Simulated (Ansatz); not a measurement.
K2MnF6 in space group Fm-3m (No. 225; K on 8c, Mn on 4a, F on 24e), DFT-r²SCAN in the program Ansatz with PAW potentials. The conduction-band minimum lies at X, with 3 equivalent valleys. Second derivatives d²E/dk² of the lowest band at one valley (eV·Å²), along Cartesian directions:

```tsv
direction	d²E/dk²
[100]	3.550
[010]	2.577
[001]	2.577
[110]	3.064
[101]	3.064
[011]	2.578
```

Problem. Find the principal effective masses, the density-of-states mass and the conductivity mass.

Solution. Off-diagonal terms follow from H_xy = H[110] − (H_xx + H_yy)/2, and m*/mₑ = 7.620 eV·Å² over each eigenvalue: 2.1, 3.0, 3.0. One valley's DOS mass (m₁m₂m₃)^(1/3) = 2.7, conductivity mass 3/(Σ 1/mᵢ) = 2.6 mₑ.

Problem. What effective density of states Nc follows at 300 K for parabolic valleys?

Solution. Nc = 2.509e19 × 3 × (2.7)^(3/2) / 2 (one spin channel) ≈ 1.7e20 cm⁻³.

The first step of the workflow began from a Materials Project structure, measured or hypothetical; the Crystallography Open Database copy checked does not list it. Whether it is the stable phase at ambient conditions was not checked. The r²SCAN relaxation kept the symmetry of its start; its stability against distortions is not shown here. Spin order of the final state: ferromagnetic, chosen from 3 collinear starts compared on coarse meshes (ties went to the first, and starts can fall back to one state), not a proven ground state. Other orbital occupations within this spin state were not tried. No Hubbard U is applied.

Potentials: the later of the program's two PAW sets.

Edges and masses are those of Kohn–Sham bands, whose gap is no quasiparticle gap.
